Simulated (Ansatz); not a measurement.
All numbers below come from Ansatz 0.2.0, DFT PBE, scalar-relativistic, plane waves, PAW, and for the lanthanide a 4f-in-core norm-conserving potential. All cells share a 660 eV cutoff and Γ-centred k meshes spaced at most about 0.3 Å⁻¹ (about 0.25 or finer for metals, 2π included). No spin polarisation in the final relaxations.

Temperature and zero-point effects are left out. All come from trial cells, and lower structures may exist.

Question: These unrelaxed guesses for PrAl₃Mo₂ are each relaxed within their symmetry. Order them by the energy at which they end, lowest first.
A.

```xyz
6
Lattice="3.2832 0.0000 0.0000 0.0000 3.2832 0.0000 0.0000 0.0000 9.8159" Properties=species:S:1:pos:R:3 pbc="T T T"
Pr    0.0000    0.0000    0.0000
Al    1.6416    1.6416    1.8036
Al    1.6416    1.6416    4.9079
Al    1.6416    1.6416    8.0122
Mo    0.0000    0.0000    3.2811
Mo    0.0000    0.0000    6.5348
```

B.

```xyz
6
Lattice="2.0349 -6.8345 0.0000 2.0349 6.8345 0.0000 0.0000 0.0000 4.2113" Properties=species:S:1:pos:R:3 pbc="T T T"
Pr    0.0000    0.0000    0.0000
Al    2.0349    0.0000    2.1056
Al    2.0349    2.5287    0.0000
Al    2.0349   -2.5287    0.0000
Mo    2.0349    5.1258    2.1056
Mo    2.0349   -5.1258    2.1056
```

Answer: A (ends in P4/mmm, 0 meV/atom), B (ends in Cmmm, 209 meV/atom).

With atoms moved at random, P4/mmm came back. Other cells relaxed within their symmetry can be saddle points. Some structure types and database cells were kept out of the candidates from the start, so a known form may be missing.

The lanthanide is trivalent by construction, without f bands, f moments or other valences.
